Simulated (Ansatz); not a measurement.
Mg2Sn (fluorite or antifluorite type, Fm-3m), plane-wave PAW PBEsol (Ansatz code), all energies at zero smearing, with the estimated change up to a 700 eV cutoff added, with one set of potentials and settings (totals compare only within such a set). Cell of 3 atoms (1 Sn, 2 Mg): -9774.505 eV.

```csv
element,reference phase,E (eV/atom)
Sn,"I4_1/amd, 2 atoms in the cell",-5949.7830
Mg,"P6_3/mmc, 2 atoms in the cell",-1912.0511
```

Formation energy per atom, worked out: (-9774.505 − 1×(-5949.7830) − 2×(-1912.0511))/3 = -0.206 eV/atom (-20 kJ per mol of atoms), at 0 K, without zero-point energy or fitted corrections.

Symmetry was held in the PBEsol relaxation. The references are the lowest solids computed at this level, not always the standard phases. Spin–orbit coupling is left out wherever it is not named.

Potentials: the later of the program's two PAW sets.
